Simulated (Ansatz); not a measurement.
TiAl3:
```yaml
crystal:
  lattice:
    - [-1.91181, 1.91181, 4.28133]
    - [1.91181, -1.91181, 4.28133]
    - [1.91181, 1.91181, -4.28133]
  atoms:
    - { symbol: Al, position: [0.50000, 0.50000, 0.00000] }
    - { symbol: Al, position: [0.75000, 0.25000, 0.50000] }
    - { symbol: Al, position: [0.25000, 0.75000, 0.50000] }
    - { symbol: Ti, position: [0.00000, 0.00000, 0.00000] }
```

Relaxed with r²SCAN. Special points in fractions of this cell's reciprocal vectors: Γ (0.000, 0.000, 0.000); X (0.000, 0.000, 0.500); P (0.250, 0.250, 0.250); N (0.000, 0.500, 0.000); M (0.500, 0.500, -0.500); S (0.300, 0.700, -0.300); S0 (-0.300, 0.300, 0.300); R (-0.100, 0.100, 0.500); G (0.500, 0.500, -0.100).

**Question.** List the band energies nearest the Fermi level at these points for the program Ansatz at the r²SCAN level (PAW).

**Answer.** In eV from the Fermi level; about four levels below and three above (degenerate sets whole), none deeper than 8.9 eV; points with the same levels are listed once.

| k | below | above |
|---|---|---|
| Γ | -2.89 -1.46 -1.32 -1.32 | 0.86 1.76 1.76 |
| X | -4.13 -3.02 -2.35 -1.05 | 1.95 2.23 2.78 |
| P | -4.64 -2.00 -2.00 -1.28 | 0.89 1.95 2.23 |
| N | -3.90 -3.14 -1.15 -0.26 | 0.57 2.06 2.16 |
| M | -2.05 -1.05 -1.05 -0.28 | 0.78 0.78 0.99 |
| S | -5.96 -1.18 -0.82 -0.68 | 0.64 1.81 2.20 |
| R | -3.95 -2.39 -1.49 -0.92 | 1.95 2.07 2.33 |

Space group I4/mmm. The cell was relaxed with r²SCAN under the symmetry of its start; of distortions, only those at the zone centre were tested. The run is not spin-polarised.

Potentials: the later of the program's two PAW sets.
